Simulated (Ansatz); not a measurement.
TiAl (CuAu type, space group P4/mmm)

```xyz
2
Lattice="2.8241 0.0000 0.0000 0.0000 2.8241 0.0000 0.0000 0.0000 4.0706" Properties=species:S:1:pos:R:3 pbc="T T T"
Al     1.4120     1.4120     2.0353
Ti     0.0000     0.0000     0.0000
```

Scan: atom 2 (Ti, nearest neighbour Ti at 2.824 Å; its periodic images, 2.8 Å or more away, move with it) is displaced along Cartesian [111], direction (0.577, 0.577, 0.577) in Cartesian axes, by s. The other atoms stay.

All values below come from PBE (plane waves to 420 eV, PAW, scalar-relativistic; Ansatz, an electronic-structure program). k mesh 13×13×9 (Γ-centred), Fermi-Dirac smearing 0.05 eV. E stands for the smeared free energy. With partly filled bands, energies and forces of such displacements shift with the k mesh and the smearing. The PAW data are Ansatz's earlier set. TiAl is run without spin polarisation. TiAl was relaxed with its symmetry unable to fall. ΔE is measured from the undisplaced structure. The last digit holds for this mesh only.

| s (Å) | ΔE (meV/cell) |
|---|---|
| -0.560 | 928.1 |
| -0.448 | 551.9 |
| -0.336 | withheld |
| -0.224 | 124.5 |
| -0.112 | 30.3 |
| 0.000 | 0.0 |
| 0.112 | 30.3 |
| 0.224 | 124.5 |
| 0.336 | withheld |
| 0.448 | 551.9 |
| 0.560 | 928.1 |

**Question.** Fit an even polynomial form (powers 2, 4, 6) to the given rows and predict ΔE at s = 0.336.

**Answer.** Least squares on the 9 given rows: ΔE = (2394)·s² + (1715)·s⁴ + (276.7)·s⁶, in meV/cell with s in Å; root-mean-square residual 0.08 meV/cell. At 0.336 the fit gives 292.5 meV/cell; the calculation gives 292.4 meV/cell, so the interpolation is off by 0.1 (+0.0 %). The quadratic term alone would give 270.3 meV/cell.

(A displaced cell: forces are minus the slopes of the energy, force constants its curvatures, and phonons follow from these.)
